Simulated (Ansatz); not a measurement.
FeO (rock salt)

```xyz
2
Lattice="0.0000 2.1229 2.1229 2.1229 0.0000 2.1229 2.1229 2.1229 0.0000" Properties=species:S:1:pos:R:3 pbc="T T T"
O      0.0000     0.0000     0.0000
Fe     2.1229     2.1229     2.1229
```

The slice is a {110} plane (indices of the conventional cell) through the point (0.500, 0.500, 0.500) (fractional), spanned by u = [100] and v = [1 -1 -1] in vectors of this cell: u (3.00 Å) and v (4.25 Å, at 90° to u). It covers one period; positions are fractions (u, v).

Calculation: PBEsol (plane waves to 420 eV, PAW, scalar-relativistic; Ansatz, a quantum-chemistry and plane-wave program). k mesh 19×19×19. Inside the PAW spheres the values are not all-electron values, and peaks at nuclei hang on which shells count as valence. FeO is run spin-polarised and with no Hubbard U; the real compound is an antiferromagnetic insulator, a state that this run doesn't describe. FeO was relaxed with its symmetry unable to fall. Relaxed FeO ends ferromagnetic. The magnetic order is the one the run started from; other orders were not tried.

What is the valence density on the shortest O–Fe line in this plane (2.12 Å), at its midpoint?

0.44 e/Å³.

What is the ELF at the midpoint of the shortest O–Fe line in this plane (2.12 Å)?

0.13.

Predict the map of the electrostatic potential energy of an electron, from the cell's mean on the slice.


| v \ u | 0.00 | 0.12 | 0.24 | 0.35 | 0.47 | 0.59 | 0.71 | 0.82 | 0.94 |
|---|---|---|---|---|---|---|---|---|---|
| 0.88 | x | x | x | 7.0 | 9.9 | 9.0 | 3.2 | x | x |
| 0.75 | 4.1 | 5.7 | 8.4 | 10.0 | 10.6 | 10.4 | 9.3 | 7.1 | 4.6 |
| 0.62 | x | x | x | 10.3 | 10.0 | 10.2 | 10.1 | x | x |
| 0.50 | x | x | x | 9.5 | 9.3 | 9.5 | x | x | x |
| 0.38 | x | x | x | 10.3 | 10.0 | 10.2 | 10.1 | x | x |
| 0.25 | 4.1 | 5.7 | 8.4 | 10.0 | 10.6 | 10.4 | 9.4 | 7.1 | 4.5 |
| 0.12 | x | x | x | 7.0 | 9.9 | 9.0 | 3.2 | x | x |
| 0.00 | x | x | x | 4.2 | 9.1 | 7.7 | x | x | x |

Values: electrostatic potential energy of an electron, from the cell's mean, in eV. Points within 0.9 Å of a nucleus are blanked (x), as the pseudised field means little there. Values under 2 eV are set to 2. The zero, the cell's mean, hangs on the PAW cores.
